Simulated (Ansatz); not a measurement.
**What a change of settings does to a run on BaY**

The structure comes from a relaxation in the same program, started in the L10 type, and has space group P4/mmm. Whether it is a known phase or the ground state wasn't checked.

First run: DFT, r2SCAN, PAW with Ansatz's default frozen-core files, scalar-relativistic (Ansatz 0.2.0).

Command: `ansatz run input.yaml --threads 1 --pin off --max-ram 2048MiB --backend cpu --events-out ev --progress --plain --runs-dir out` The run took 52 s on 1 thread of Intel(R) Xeon(R) Processor @ 2.50GHz (Skylake/Cascade Lake), on a shared host, peak memory 0.66 GiB.

```yaml
crystal:
  lattice:
    - [3.8531774336, 0.0, 0.0]
    - [0.0, 3.8531774336, 0.0]
    - [0.0, 0.0, 5.7794555925]
  atoms:
    - { symbol: Ba, position: [0.0, 0.0, 0.0] }
    - { symbol: "Y", position: [0.5, 0.5, 0.5] }
kpoints:
  mp_grid: { grid: [11, 11, 8] }
  band_path:
    path:
      - [0.0, 0.0, 0.0]
      - [0.0, 0.5, 0.0]
      - [0.5, 0.5, 0.0]
      - [0.0, 0.0, 0.0]
      - [0.0, 0.0, 0.5]
      - [0.0, 0.5, 0.5]
      - [0.5, 0.5, 0.5]
      - [0.0, 0.0, 0.5]
      - [0.0, 0.5, 0.0]
    npoints: 5
scf:
  occupations: { method: fermi_dirac, width: 0.03 }
hamiltonian:
  xc: r2scan
  pseudopotentials: { kind: paw }
output:
  forces: true
  stress: true
  eigenvalues: true
  efg: { contact_densities: true }
```

Result: converged; pressure 0.47 GPa; 7 SCF iterations.

Spin polarisation is left out, and whether a magnetic state lies lower isn't shown here.

No spin–orbit coupling, which matters for the heavy atoms here.

The input is then changed:

```diff
@@ -24,5 +24,5 @@
   occupations: { method: fermi_dirac, width: 0.03 }
 hamiltonian:
-  xc: r2scan
+  xc: pbesol
   pseudopotentials: { kind: paw }
 output:
```

Task: What does the second run give?

Result: It converged; pressure -1.36 GPa; 6 SCF iterations.
